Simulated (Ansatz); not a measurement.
Consider the following.

NiSb:
```
NiSb
1.0
    3.97416     0.00000     0.00000
   -1.98708     3.44172     0.00000
    0.00000     0.00000     5.15929
Ni Sb
2 2
Cartesian
  0.00000   0.00000   0.00000
  0.00000   0.00000   2.57965
  0.00000   2.29448   1.28982
  1.98708   1.14724   3.86947
```

This is the PBE-relaxed structure.

Problem. All from the program Ansatz at the PBE level (PAW), unless another level is named. Give the electronic character.

Solution. metallic (no gap).

Problem. What about the density of states at the Fermi level?

Solution. 0.54 states/eV per atom (mean over ±0.08 eV).

Problem. Give the formation energy from the elements (no fitted shifts).

Solution. -0.26 eV/atom.

Space group P6_3/mmc (NiAs type). The cell was relaxed with PBE under the symmetry of its start. The workflow began spin-polarised and lost its moments. The references are the lowest solids computed at this level, not always the standard phases. Spin–orbit coupling is left out wherever it is not named.

Potentials: the later of the program's two PAW sets.
